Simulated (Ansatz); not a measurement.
Sn in space group Pm-3m (No. 221; Sn on 1b) at seven volumes, r²SCAN in the plane-wave PAW code Ansatz, scaled uniformly. One row is withheld.

```tsv
V (Å³/atom)	P (GPa)
25.985	?
26.842	3.87
27.699	1.76
28.555	0.00
29.412	-1.48
30.269	-2.72
31.125	-3.76
```

### Question
Fit the shown pressures and predict the withheld one.

### Answer
P = (3/2)B₀(x^(7/2) − x^(5/2))[1 + (3/4)(B′ − 4)(x − 1)] with x = (V₀/V)^(2/3). Least squares on the six rows gives V₀ = 28.555 Å³/atom, B₀ = 53.8 GPa, B′ = 4.88. At V = 25.985, x = 1.0649 and P = 6.39 GPa. The run itself gave 6.38 GPa.

A made-up cell: these elements were put on the sites of a structure type; neither database checked (COD, Materials Project) lists it. It is not the phase usual at ambient conditions (space group No. 141). The r²SCAN relaxation kept the symmetry of its start; whether a distortion lowers the energy is not shown. Spin–orbit coupling is left out wherever it is not named.

Potentials: the later of the program's two PAW sets.
